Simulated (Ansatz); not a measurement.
# Is this Mo₂W structure a true minimum?

The cell was found from a proposed guess, not taken from experiment.

Level of theory: Ansatz 0.2.0, DFT PBE, scalar-relativistic, plane waves, PAW. Settings: cutoff 420 eV, Γ-centred mesh 16×16×16 on the computed 3-atom cell, Gaussian smearing of 0.10 eV; no spin polarisation.

The cell below (3 atoms, space group I4/mmm (No. 139)) is relaxed within its symmetry.

```xyz
3
Lattice="-1.5840 1.5840 4.7539 1.5840 -1.5840 4.7539 1.5840 1.5840 -4.7539" Properties=species:S:1:pos:R:3 pbc="T T T"
Mo    0.0000    0.0000    3.1691
Mo    0.0000    0.0000    6.3387
W     0.0000    0.0000    0.0000
```

For the test a repeat of it with 6 atoms (edges 3.17, 5.26, 6.34 Å) was strained at random (σ = 1.5 % a component), the atoms were moved at random (σ = 0.05 Å), and all was relaxed again on a coarse 8×8×4 mesh (in the run’s order of axes) with 0.20 eV smearing, with no symmetry imposed.

Spin–orbit coupling, which can matter for W, is left out.

Task: What happens?

Result: It returns, within 1 meV/atom of the unmoved cell on that mesh and with the same symmetry when read at 0.1 Å. So it is stable against the distortions that fit this cell and that this random move excites. Modes that don't fit the cell aren't tested.
